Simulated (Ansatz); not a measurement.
Relaxed-ion elastic tensor of TiO₂ in space group Pbca (No. 61; Ti on 8c, O on 8c, O on 8c) in GPa (Voigt order), the program Ansatz at the r²SCAN level (PAW); density 4.12 g/cm³, 10.72 Å³ per atom.

```
 317   177   153   0.0   0.0   0.0
 177   314   166   0.0   0.0   0.0
 153   166   323   0.0   0.0   0.0
 0.0   0.0   0.0  88.9   0.0   0.0
 0.0   0.0   0.0   0.0   109   0.0
 0.0   0.0   0.0   0.0   0.0   105
```

### Question
Is the crystal mechanically stable?

### Answer
Yes: the smallest eigenvalue of C is 88.9 GPa.

### Question
Work out the Voigt, Reuss and Hill averages.

### Answer
K_V = 216, K_R = 216, K_H = 216; G_V = 91.2, G_R = 88.6, G_H = 89.9 GPa.

### Question
Give Young's modulus, Poisson's ratio, Pugh's ratio and the universal anisotropy index.

### Answer
E = 9KG/(3K + G) = 237 GPa; ν = 0.32; K/G = 2.40 (ductile by the Pugh limit of 1.75); A_U = 5G_V/G_R + K_V/K_R − 6 = 0.15.

### Question
Estimate the sound speeds and the Debye temperature.

### Answer
v_l = √((K + 4G/3)/ρ) = 9030 m/s, v_t = √(G/ρ) = 4670 m/s, mean 5230 m/s; Θ = (h/k)(3n/4πV)^(1/3) v_m = 706 K.

### Question
Solve the Christoffel equation for the three sound speeds along x, y, z.

### Answer
Eigenvalues of C_ijkl n_j n_l equal ρv². In km/s, slowest first: x 5.05, 5.15, 8.77; y 4.64, 5.05, 8.72; z 4.64, 5.15, 8.86.

### Question
How much does each axis shrink under pressure?

### Answer
Linear compressibilities β_i = Σ_j S_ij (j = 1 to 3): x 1.6, y 1.5, z 1.6 per TPa.

Symmetry was held in the r²SCAN relaxation; of distortions, only those at the zone centre were tested. The run is not spin-polarised.

Potentials: the later of the program's two PAW sets.
